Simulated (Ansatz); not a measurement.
This is a single-point calculation with Ansatz on Sn in the diamond structure; the level of theory is HSE06. The cell was relaxed with r2SCAN and then strained (isotropic +2.0 % on every length), with the atoms relaxed again with r2SCAN; k points keep the names of the unstrained zone.

The input:
```yaml
crystal:
  lattice:
    - [0.0, 3.3501489766, 3.3501489766]
    - [3.3501489766, 0.0, 3.3501489766]
    - [3.3501489766, 3.3501489766, 0.0]
  atoms:
    - { symbol: Sn, position: [0.0, 0.0, 0.0] }
    - { symbol: Sn, position: [0.25, 0.25, 0.25] }
kpoints:
  mp_grid: { grid: [4, 4, 4] }
  band_path:
    path:
      - [0.0, 0.0, 0.0]
      - [0.5, 0.0, 0.5]
      - [0.625, 0.25, 0.625]
      - [0.375, 0.375, 0.75]
      - [0.5, 0.5, 0.5]
      - [0.5, 0.25, 0.75]
      - [0.0, 0.0, 0.5]
    npoints: 1
hamiltonian:
  xc: hse06
scf:
  occupations: { method: fermi_dirac, width: 0.02 }
  n_extra_bands: 4
output:
  forces: true
  stress: true
  eigenvalues: true
```

Run as `ansatz run input.yaml --threads 2 --pin off --max-ram 2211MiB --backend cpu --events-out ev --progress --plain --runs-dir out`.

What the program printed (shortened):
```
scf.n_extra_bands = 4 over 14 filled bands (N_el = 28.0): the run solves 18 bands
Pseudopotential: Sn, paw, valence charge 14, recommended cutoff 420 eV (normal)
Functional definition: HSE06
Crystal: 2 atoms, lattice volume = 75.201 Å³
Basis set: ecut = 420 eV, 1459 PW (Γ)
Symmetry: 48 space group operations
Space group: Fd-3m (ITA 227)
k-points: 8 of 64
[warm-up without exact exchange]
SCF iter   1: HF=-12048.251261 eV  Δρ=8.46e-4  dr2=2.29e-4
SCF iter   2: HF=-12048.252312 eV  Δρ=4.05e-4  dr2=5.41e-5
SCF iter   3: HF=-12048.252435 eV  Δρ=5.24e-5  dr2=1.94e-6
SCF iter   4: HF=-12048.252435 eV  Δρ=1.07e-5  dr2=6.08e-8
SCF iter   5: HF=-12048.252436 eV  Δρ=3.14e-6  dr2=4.70e-9
SCF iter   6: HF=-12048.252436 eV  Δρ=5.03e-7  dr2=1.70e-10
SCF 1 converged in 6 iterations: F = -12048.252436 eV  dr2 = 1.70e-10
[exact exchange on]
Exchange kernel: α = 0.2500, screened, ω = 0.2079 Å⁻¹, Wigner–Seitz truncation, v(0) = 1041.9659 eV·Å³, q-mesh 4×4×4
SCF iter   1: HF=-12056.508804 eV  Δρ=5.73e-3  dr2=1.24e-2
preconditioner: auto → none  [σ=0.020 eV  ℏωp=22.7 eV]
SCF iter   2: HF=-12056.516941 eV  Δρ=2.61e-3  dr2=2.59e-3
SCF iter   3: HF=-12056.517640 eV  Δρ=5.79e-4  dr2=1.21e-4
SCF iter   4: HF=-12056.517667 eV  Δρ=3.38e-5  dr2=6.24e-7
SCF 2 stopped early in 4 iterations: F = -12056.517667 eV  dr2 = 6.24e-7
hybrid outer 1: dexx = +1.252e-2 eV, tail = 5.12e-5 eV
SCF iter   1: HF=-12056.517568 eV  Δρ=2.51e-5  dr2=7.25e-7
SCF iter   2: HF=-12056.517570 eV  Δρ=2.27e-5  dr2=3.47e-7
SCF iter   3: HF=-12056.517570 eV  Δρ=1.04e-5  dr2=5.27e-8
SCF iter   4: HF=-12056.517570 eV  Δρ=1.17e-6  dr2=3.95e-10
SCF 3 converged in 4 iterations: F = -12056.517570 eV  dr2 = 3.95e-10
hybrid outer 2: dexx = +4.608e-7 eV, tail = 1.10e-8 eV, Δε = 1.39e-3 eV
hybrid SCF converged: 2 outer / 8 inner (+6 warm-up)
Free energy (F): -12056.517570 eV
Internal energy: -12056.516373 eV  (E = F + TS)
E sigma→0 (E₀):  -12056.516972 eV
Entropy (-TS):   -0.001197 eV (-0.599 meV/atom)
Fermi energy:    6.528702 eV
--- Per-component energies (eV) ---
  E_band       = -327.681323
  E_kinetic    = 371.772361
  E_local      = -2418.575583
  E_nonlocal   = -65.879181
  E_hartree    = 1373.687095
  E_xc         = -598.911302
  E_vxc        = -151.333113
  E_exx        = -72.473160
  E_paw        = -8377.602339
  E_vpaw       = -666.092748
  E_ewald      = -2269.052003
  E_core_change = 0.517746
  E_smearing   = -0.001197
--- Stress (GPa, compression-positive) ---
       -2.040345       0.000000       0.000000
        0.000000      -2.040345       0.000000
        0.000000       0.000000      -2.040345
  P = ⅓ Tr σ = -2.0403 GPa (-20.403 kbar)
```

The file bands.tsv (bands near the Fermi energy, numbered from 0, rounded):
```tsv
# k_distance	band_9	band_10	band_11	band_12	band_13	band_14	band_15	band_16	band_17
# fermi_ev = 6.528681
# [0, 0, 0] at k_distance = 0.000000
# [0.5, 0, 0.5] at k_distance = 0.937747
# [0.625, 0.25, 0.625] at k_distance = 1.269291
# [0.375, 0.375, 0.75] at k_distance = 1.843541
# [0.5, 0.5, 0.5] at k_distance = 2.417792
# [0.5, 0.25, 0.75] at k_distance = 3.080879
# [0, 0, 0.5] at k_distance = 3.743967
# levels_relative_to = fermi_ev
0.000	-23.426	-11.139	-0.878	-0.014	-0.014	-0.014	2.564	2.564	2.564
0.938	-23.372	-7.988	-7.988	-2.479	-2.479	1.251	1.251	8.004	8.004
1.269	-23.355	-8.420	-7.482	-3.317	-2.126	1.503	3.725	6.066	6.368
1.844	-23.355	-8.420	-7.482	-3.317	-2.126	1.503	3.725	6.066	6.368
2.418	-23.389	-9.516	-6.608	-1.178	-1.178	0.178	3.654	3.654	6.234
3.081	-23.358	-7.939	-7.939	-2.994	-2.994	3.712	3.712	4.459	4.459
3.744	-23.389	-9.516	-6.608	-1.178	-1.178	0.178	3.654	3.654	6.234
```
In order the rows are Γ, X, U, K, L, W, L.

HSE06 gives a gap of zero: filled and empty bands touch at Γ. (Only one starting filling was tried, which a hybrid may keep.) Edges are sought over the mesh and the listed points. The mean pressure is -2.0 GPa (compression positive), so HSE06 would shrink the cell's volume. The stress of a hybrid is loosely converged here.

(Simulation; spin polarisation is off.)

No spin-orbit coupling is included; it can move band edges with weight on the heavy atoms by tenths of an eV.

The meshes of the hybrids are coarse, so their gaps aren't converged to the digits shown.
